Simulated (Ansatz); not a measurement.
TiCd in space group P4/nmm (No. 129; Ti on 2c, Cd on 2c), the program Ansatz at the PBE level (PAW), all energies at zero smearing, with the estimated change up to a 700 eV cutoff added, with one set of potentials and settings (totals compare only within such a set). Cell of 4 atoms (2 Ti, 2 Cd): -21508.495 eV.

| element | reference phase | E (eV/atom) |
|---|---|---|
| Ti | P6/mmm, 3 atoms in the cell | -2499.6739 |
| Cd | P6_3/mmc, 2 atoms in the cell | -8254.4547 |

Formation energy per atom, worked out: (-21508.495 − 2×(-2499.6739) − 2×(-8254.4547))/4 = -0.059 eV/atom (-6 kJ per mol of atoms), at 0 K, without zero-point energy or fitted corrections.

The workflow started from an entry of the Crystallography Open Database (COD). Its standing as an ambient phase is unchecked. The PBE relaxation kept the symmetry of its start; its stability against distortions is not shown here. The run is not spin-polarised. The references are the lowest solids computed at this level, not always the standard phases.

Potentials: the later of the program's two PAW sets.
